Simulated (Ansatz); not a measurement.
## KP₂Ru₂ (I4/mmm): electronic heat capacity and spin susceptibility from the density of states

Computed with Ansatz, DFT r2SCAN, scalar-relativistic, plane waves, PAW.

Settings: cutoff 500 eV, Γ-centred mesh 12×12×12 on the computed 5-atom cell, Gaussian smearing of 0.10 eV; no spin polarisation.

Relaxed cell: I4/mmm, a = 4.020 Å, b = 4.020 Å, c = 12.500 Å, α = 90.00°, β = 90.00°, γ = 90.00°, 5 atoms in the primitive cell. Whether it is the stable form of this composition wasn't checked.

The density of states at the Fermi level is 2.148 states/eV in the cell of 5 atoms (1 formula unit; both spins, tetrahedra on a 18×18×18 mesh).

Task: What Sommerfeld coefficient and Pauli susceptibility does this give?

Result: Per formula unit N(E_F) = 2.148 states/eV. γ = (π²/3) k_B² N(E_F) N_A = 2.357 mJ/(mol K²) per state/eV, so γ = 5.1 mJ/(mol K²), a mole of formula units. χ_P = μ_B² N(E_F) N_A = 3.23×10⁻⁵ emu/mol per state/eV gives 6.9×10⁻⁵ emu/mol. This is the bare band result: a measured γ of the same phase is as a rule larger by a factor 1 + λ from phonons and spin fluctuations, the spin part of χ is larger by the Stoner factor, and a measured χ also holds orbital and core terms. N(E_F) at one energy is sensitive to the mesh where the density of states has sharp peaks.

Cost: 1 run of about 2.3 core-minutes, on Intel Xeon 6975P-C (Granite Rapids) (shared hosts).